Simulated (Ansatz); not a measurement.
This guess for TiH₄ is about to be relaxed.

```cif
data_structure
_symmetry_space_group_name_H-M 'Cmmm'
_symmetry_Int_Tables_number 65
_cell_length_a 7.0405
_cell_length_b 7.0405
_cell_length_c 3.2359
_cell_angle_alpha 90.000
_cell_angle_beta 90.000
_cell_angle_gamma 90.000
_cell_volume 160.40
loop_
_atom_site_label
_atom_site_type_symbol
_atom_site_symmetry_multiplicity
_atom_site_Wyckoff_symbol
_atom_site_fract_x
_atom_site_fract_y
_atom_site_fract_z
_atom_site_occupancy
Ti1 Ti 2 a 0.00000 0.00000 0.00000 1
H1 H 4 g 0.19500 0.50000 0.00000 1
H2 H 4 j 0.00000 0.80500 0.50000 1
```

The calculation used Ansatz 0.2.0, DFT PBE, scalar-relativistic, plane waves, PAW. Cutoff 420 eV, Gaussian smearing, Γ-centred meshes. Cell and atoms relax first on a coarse mesh and then on a finer one. In between, the cell is made exact in the group found at 0.06 Å. In metals the finer mesh still leaves noise of several meV/atom or more. The steps can't lower the symmetry of their start. No spin polarisation in the relaxation; trial moments died out in a coarse test.

A guess keeps its type if space group and coordination stay and the shape of the cell changes little (axis ratios within about 15 %, angles within 6°); the volume may change.

Question: Does it keep its structure type, or change into something else?

Answer: It doesn't keep its type. The symmetry stays Cmmm (No. 65). The volume per atom shrinks by 60.2 %, from 16.0 to 6.4 Å³. The shortest distance goes from 2.12 Å (Ti–H) to 1.53 Å (H–H). Counting neighbours within 15 % of an atom's shortest distance, the start has H 1/2, Ti 6 and the end H 1/6, Ti 10. In detail, at the end Ti is surrounded by 10 H at 1.84–1.93 Å; H on a site of symmetry m2m is surrounded by 1 H at 1.79 Å, 3 Ti at 1.89–1.93 Å, 2 H at 1.98 Å and 4 H at 2.12 Å; H on a site of symmetry 2mm has 1 H at 1.53 Å, 2 Ti at 1.84 Å, 1 H at 1.89 Å and 4 H at 2.12 Å.

```
Ti H
1.0
     1.70981   -2.78909    0.00000
     1.70981    2.78909    0.00000
     0.00000    0.00000    3.34521
Ti H
1 4
Direct
  0.00000 0.00000 0.00000
  0.66065 0.33935 0.00000
  0.33935 0.66065 0.00000
  0.77608 0.77608 0.50000
  0.22392 0.22392 0.50000
```

The last run used a 12×12×12 mesh for its 5-atom cell and Gaussian smearing of 0.10 eV. Symmetry constrained the relaxation, so the result can be a saddle point.

In counts of neighbours, a slash parts the counts of unlike sites.
